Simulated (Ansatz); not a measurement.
## Relaxing an invented CaFeC₄N₄ structure

These are results of Ansatz 0.2.0, DFT PBE, scalar-relativistic, plane waves, PAW, not measurements. Cutoff 420 eV, Gaussian smearing, Γ-centred meshes. Cell and atoms relax first on a coarse mesh and then on a finer one. In between, the cell is made exact in the group found at 0.06 Å. In metals the finer mesh still leaves noise of several meV/atom or more. The steps can't lower the symmetry of their start. Collinear spin, starting moments Fe 4.0 μB.

The guess for CaFeC₄N₄ was made by a generator: two interpenetrating cyanide-bridged diamond nets (P-43m, No. 215). The dimensions are guesses.

```cif
data_structure
_symmetry_space_group_name_H-M 'P 1'
_symmetry_Int_Tables_number 1
_cell_length_a 6.1407
_cell_length_b 6.1407
_cell_length_c 6.1407
_cell_angle_alpha 90.000
_cell_angle_beta 90.000
_cell_angle_gamma 90.000
_cell_volume 231.55
loop_
_atom_site_label
_atom_site_type_symbol
_atom_site_fract_x
_atom_site_fract_y
_atom_site_fract_z
_atom_site_occupancy
Ca1 Ca 0.50000 0.50000 0.50000 1
Fe1 Fe 0.00000 0.00000 0.00000 1
C1 C 0.18221 0.18221 0.18221 1
C2 C 0.18221 0.81779 0.81779 1
C3 C 0.81779 0.18221 0.81779 1
C4 C 0.81779 0.81779 0.18221 1
N1 N 0.29222 0.29222 0.29222 1
N2 N 0.29222 0.70778 0.70778 1
N3 N 0.70778 0.29222 0.70778 1
N4 N 0.70778 0.70778 0.29222 1
```

The zero of energy is the elements' standard structures at the same level (N₂ as a molecule); no fitted shifts are applied.

Question: Describe the relaxed structure.

Answer: The symmetry stays P-43m (No. 215). The volume per atom grows by 11.3 %, from 23.2 to 25.8 Å³. The shortest distance stays 1.17 Å (C–N). Conventional cell: a = 6.363 Å. Ca is surrounded by 4 N at 2.35 Å; around Fe lie 4 C at 1.99 Å; C is surrounded by 1 N at 1.17 Å and 1 Fe at 1.99 Å; around N lie 1 C at 1.17 Å and 1 Ca at 2.35 Å.

```
Ca Fe C N
1.0
     6.36329    0.00000    0.00000
     0.00000    6.36329    0.00000
     0.00000    0.00000    6.36329
Ca Fe C N
1 1 4 4
Cartesian
  3.1816 3.1816 3.1816
  0.0000 0.0000 0.0000
  1.1484 1.1484 1.1484
  1.1484 5.2149 5.2149
  5.2149 1.1484 5.2149
  5.2149 5.2149 1.1484
  1.8244 1.8244 1.8244
  1.8244 4.5389 4.5389
  4.5389 1.8244 4.5389
  4.5389 4.5389 1.8244
```

Question: How does it come out in energy, and is it a metal?

Answer: The energy over the elements is +0.07 eV/atom, the gap on the 6×6×6 mesh of the 10-atom cell is 0 eV (a metal) and the net moment per atom is 0.40 μB. The moment by site is Fe 2.9 μB.

A positive value: parting into the elements would lower its energy.

The last run used collinear spin and Gaussian smearing of 0.10 eV. The reference form of C is held partly by dispersion forces, which this level lacks. Another magnetic order may lie lower. A structure relaxed within its symmetry needn't be a true minimum. Site moments count only spheres around the atoms; the net moment includes the space between them.
